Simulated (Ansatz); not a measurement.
Stress against strain in ZnAg

```
CELL_PARAMETERS angstrom
3.15600 0.00000 0.00000
0.00000 3.15600 0.00000
0.00000 0.00000 3.15600
ATOMIC_POSITIONS crystal
Zn 0.50000 0.50000 0.50000
Ag 0.00000 0.00000 0.00000
```

Atoms are numbered in the order listed.

The geometry is COD entry 9008800, unchecked; take it as a test cell.

Computed with DFT, LDA, all-electron LAPW, scalar-relativistic (Ansatz 0.2.0).

Sampling and basis: a Γ-centred 12×12×12 k mesh, Fermi–Dirac smearing of 0.03 eV, basis error target 0.25 meV/atom, no spin polarisation.

The strain is applied along the Cartesian axes of the cell as listed (γ is the engineering shear, twice εxy = εyz = εzx). Fractional coordinates are held (clamped ions).

σ is the change of stress from the unstrained cell, which is at -8.07 GPa; tension is positive, so slopes are stress–strain coefficients at that pressure. In a metal the k mesh adds noise.

Only quantities that a quadratic follows smoothly over the whole series are listed; rougher ones are left out.

```
      γ  σxy (GPa)
-0.0200      -1.08
-0.0100      -0.46
 0.0000       0.00
 0.0200       1.12
```

(1) Fit the series and read off the stiffness at zero strain.

(2) One run, at γ = 0.0100, is withheld. Predict its row.

Answers

(1) Least-squares fits y = p0 + p1 x + p2 x² to the rows give σxy (GPa): p1 = 54.4, p2 = -27. So C44 (clamped ions) = 54 GPa.

(2) The fits give 0.58; the run gave 0.60.
